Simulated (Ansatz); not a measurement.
## Relaxing an invented Nb₃As₂ structure

All numbers below come from DFT PBE, scalar-relativistic, plane waves, PAW (Ansatz). Cutoff 420 eV, Gaussian smearing, Γ-centred meshes. Cell and atoms relax first on a coarse mesh and then on a finer one. In between, the cell is made exact in the group found at 0.06 Å. In metals the finer mesh still leaves noise of several meV/atom or more. The steps can't lower the symmetry of their start. No spin polarisation in the relaxation; trial moments died out in a coarse test.

The cell of Nb₃As₂ is invented: random cell by space group and Wyckoff sites (R-3m, No. 166). The dimensions are guesses.

Space group R-3m:H (No. 166). a = 5.157 Å, b = 5.157 Å, c = 15.462 Å, α = 90.00°, β = 90.00°, γ = 120.00°
| atom | site | symmetry | x | y | z |
| --- | --- | --- | --- | --- | --- |
| Nb | 9e | .2/m | 0.5000 | 0.0000 | 0.0000 |
| As | 6c | 3m | 0.3333 | 0.6667 | 0.7898 |

The zero of energy is the elements' standard structures at the same level; no fitted shifts are applied.

Question: Which structure results?

Answer: The symmetry stays R-3m (No. 166). The volume per atom shrinks by 22.0 %, from 23.7 to 18.5 Å³. The shortest distance goes from 2.58 Å (Nb–Nb) to 2.67 Å (As–As). The ratio c/a of the conventional cell changes by a factor of 0.64. The energy falls by about 0.60 eV/atom (the start's value is from the coarse mesh). Conventional cell: a = 5.493 Å, c = 10.624 Å. Nb is surrounded by 2 As at 2.72 Å, 4 Nb at 2.75 Å and 4 As at 3.05 Å; around As lie 1 As at 2.67 Å, 3 Nb at 2.72 Å, 6 Nb at 3.05 Å and 3 As at 3.29 Å.

```cif
data_structure
_symmetry_space_group_name_H-M 'P 1'
_symmetry_Int_Tables_number 1
_cell_length_a 4.7539
_cell_length_b 4.7539
_cell_length_c 4.7539
_cell_angle_alpha 70.590
_cell_angle_beta 70.590
_cell_angle_gamma 70.590
_cell_volume 92.55
loop_
_atom_site_label
_atom_site_type_symbol
_atom_site_fract_x
_atom_site_fract_y
_atom_site_fract_z
_atom_site_occupancy
Nb1 Nb 0.50000 0.50000 0.00000 1
Nb2 Nb 0.00000 0.50000 0.50000 1
Nb3 Nb 0.50000 0.00000 0.50000 1
As1 As 0.12549 0.12549 0.12549 1
As2 As 0.87451 0.87451 0.87451 1
```

Question: How does it come out in energy, and is it a metal?

Answer: The energy over the elements is +0.15 eV/atom. The gap on the 12×12×12 mesh of the 5-atom cell is 0 eV (a metal).

The separate elements lie lower, so it is unstable against them.

The last run used Gaussian smearing of 0.10 eV. The reference form of As is held partly by dispersion forces, which this level lacks. A structure relaxed within its symmetry needn't be a true minimum. In all, the 3 runs took 3.2 min on 1 thread of INTEL(R) XEON(R) PLATINUM 8581C CPU @ 2.10GHz (Emerald Rapids), on a shared host.
